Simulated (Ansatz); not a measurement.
The polar optical mode of NaI, worked through

The calculation used DFT LDA, scalar-relativistic, plane waves, PAW in Ansatz. Cutoff 420 eV, 6×6×6 k-points (Γ-centred), fixed occupations. No spin polarisation. Phonons by linear response, acoustic sum rule imposed.

Equilibrium structure at this level:
```cif
data_structure
_symmetry_space_group_name_H-M 'Fm-3m'
_symmetry_Int_Tables_number 225
_cell_length_a 6.2611
_cell_length_b 6.2611
_cell_length_c 6.2611
_cell_angle_alpha 90.000
_cell_angle_beta 90.000
_cell_angle_gamma 90.000
_cell_volume 245.44
loop_
_atom_site_label
_atom_site_type_symbol
_atom_site_symmetry_multiplicity
_atom_site_Wyckoff_symbol
_atom_site_fract_x
_atom_site_fract_y
_atom_site_fract_z
_atom_site_occupancy
Na1 Na 4 a 0.00000 0.00000 0.00000 1
I1 I 4 b 0.50000 0.00000 0.00000 1
```

Spin–orbit coupling is left out, which matters for heavy elements.

Linear response gives ν_TO = 130.7 cm⁻¹, Born charges ±1.165 e (positive on Na) and ε∞ = 3.628. The primitive cell holds 61.361 Å³, and the masses are 22.990 and 126.904 amu.

Q: Find ν_LO and the static dielectric constant.

A: The long-wave field adds a restoring force: ω_LO² − ω_TO² = Z*²e²/(ε_vac ε∞ μV). In these units ν_LO² − ν_TO² = 4.92064×10⁷ Z*²/(μ V ε∞) cm⁻², with μ = m₁m₂/(m₁ + m₂) = 19.464 amu: 15414 cm⁻². So ν_LO = √(130.7² + 15414) = 180.2 cm⁻¹, and the run gives 180.2. Lyddane–Sachs–Teller then gives ε0 = ε∞ (ν_LO/ν_TO)² = 6.90, against 6.90 in the run (it forms both from the same three quantities, so the match checks the arithmetic only). Between ν_TO and ν_LO the dielectric function is negative and an undamped crystal reflects fully: a reststrahlen band from 55.5 to 76.5 μm.

Q: What do the Clausius–Mossotti polarisability and the Szigeti charge come to?

A: With the Lorentz local field, α = (3V/4π)(ε∞ − 1)/(ε∞ + 2) = 6.84 Å³ for the pair, and e_S = 3Z*/(ε∞ + 2) = 0.62 e. The Born charge includes the electrons' response to the dipole's own local field, and e_S takes that enhancement out. The Lorentz field assumes point-like polarisable ions, a fair picture at this small ε∞.

Q: How strongly does a slow electron couple to the LO mode?

A: For one isotropic parabolic band, Fröhlich's constant is α_F = (1/ε∞ − 1/ε0) √(m* Ry/ħω_LO), with Ry = 13.606 eV, ħω_LO = 22.3 meV and m* in free-electron masses: α_F = 0.1308 × 24.67 × √m* = 3.23 √m*. The band mass isn't part of this run; for m* = 0.1, 0.3 and 1 it gives 1.02, 1.77, 3.23. In weak coupling the polaron lies α_F ħω_LO below the band edge (40 meV at m* = 0.3) with a mass m*(1 + α_F/6); past α_F of about 5 or 6 that expansion fails. A semilocal functional's ε∞ tends to be too large, which taken alone lowers α_F.

Cost: 1 run of about 0.79 core-minutes, on AMD EPYC 7R43 (Zen 3) (shared hosts).